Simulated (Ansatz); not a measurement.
Data:

LuH₂ (fluorite, Fm-3m), a = b = c = 4.958 Å, α = β = γ = 90.00°; the cell used has 3 atoms.

This is the PBEsol-relaxed structure.

Question: All from PBEsol (plane waves, PAW; program Ansatz), unless another level is named. Predict the bulk modulus (Birch–Murnaghan fit).

Answer: 98.2 GPa.

Question: Next, the elastic constants (relaxed ions, GPa)?

Answer: C11 = 153, C12 = 71.0, C44 = 80.6.

The workflow started from an entry of the Crystallography Open Database (COD). Its standing as an ambient phase is unchecked. The PBEsol relaxation kept the symmetry of its start; of distortions, only those at the zone centre were tested. As this level gives no gap, shear constants depend on the k-mesh and smearing (Fermi–Dirac, 0.1 eV here). Scalar-relativistic: spin–orbit coupling is off unless named, which matters more the heavier the elements.

Potentials: the later of the program's two PAW sets.
